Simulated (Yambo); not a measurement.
G0W0@LDA for Be₂C (space group Fm-3m, No. 225) in Yambo. Reference settings: 6×6×6 Γ-centred k mesh, bands 3 to 76 and a 14 Ry block in the screening, 76 bands in G with the Bruneval-Gonze terminator, plasmon pole fitted at 27.2 eV. The LDA gap Γ → X on this mesh is 1.21 eV; G0W0 gaps are taken between the same points.

With and without the terminator, as bands are cut:

```tsv
bands in G (in W)	gap, terminator (eV)	gap, none (eV)	valence shift, terminator (eV)	valence shift, none (eV)
25 (76)	2.142	1.868	-0.567	0.055
48 (76)	2.126	1.999	-0.570	-0.323
76 (76)	2.115	2.055	-0.557	-0.451
```

Over this range the gap spans 0.027 eV with the terminator and 0.187 eV without, the valence shift 0.013 eV and 0.506 eV. Neither column has reached its limit for certain.

Geometry relaxed with LDA; primitive cell a = b = c = 3.020 Å, α = β = γ = 60.00°.

A shift is the quasiparticle energy of the state minus its LDA energy.
